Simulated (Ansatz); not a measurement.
The calculation used DFT PBE, scalar-relativistic, plane waves, PAW in Ansatz 0.2.0. All cells share a 420 eV cutoff and Γ-centred k meshes spaced at most about 0.3 Å⁻¹ (about 0.25 or finer for metals, 2π included). No spin polarisation in the final relaxations.

All energies are static (0 K, no zero-point motion).

Compare these two cells of AlH2, each relaxed at this level.

1. Space group P4_2/m (No. 84), tetragonal, a = 4.343 Å, c = 11.519 Å. Around Al on a site of symmetry -4 lie 4 H at 1.65 Å; around Al on a site of symmetry m lie 2 H at 1.72–1.74 Å and 2 H at 1.98 Å; H on a site of symmetry 1 has 1 Al at 1.65 Å and 1 Al at 1.98 Å; H on a site of symmetry 2/m has 2 Al at 1.72 Å; H on a second site of symmetry 2/m is surrounded by 2 Al at 1.74 Å.

2. Space group Pnnn (No. 48), orthorhombic, a = 4.328 Å, b = 8.869 Å, c = 9.115 Å. Al has 4 H at 1.72–1.81 Å; H on a site of symmetry 2 has 2 Al at 1.72 Å; H on a second site of symmetry 2 has 2 Al at 1.81 Å; around H on a third site of symmetry 2 lie 2 Al at 1.81 Å; around H on a site of symmetry -1 lie 2 Al at 1.72 Å.

Problem. Which would you expect to be lower, and how large is the difference?

Solution. They are level within the accuracy (5 meV/atom apart, with cell 1 the lower in these runs). Cell 1 has space group P4_2/m (No. 84), 12.1 Å³/atom and no gap on its mesh; cell 2 has space group Pnnn (No. 48), 14.6 Å³/atom and no gap. Counting H atoms around Al (those within 1.25 times the shortest such distance or 1.15 times the sum of covalent radii; a plus sign parts nearer from farther groups; a slash parts the counts of unlike sites), cell 1 has Al 2+2/4 and cell 2 has Al 4. Even the lower one lies +0.17 eV/atom against the reference forms of the elements (uncorrected), so neither is stable at this level. Both come from invented guesses.

The k mesh leaves some 4 meV/atom of noise in the energy of each metallic cell. The zero gap of Pnnn may come from the functional, which often closes small gaps, or the cell may be a true semimetal. With hydrogen, zero-point motion can shift such differences by 10 meV/atom or more. Cells relaxed within their symmetry can be saddle points.
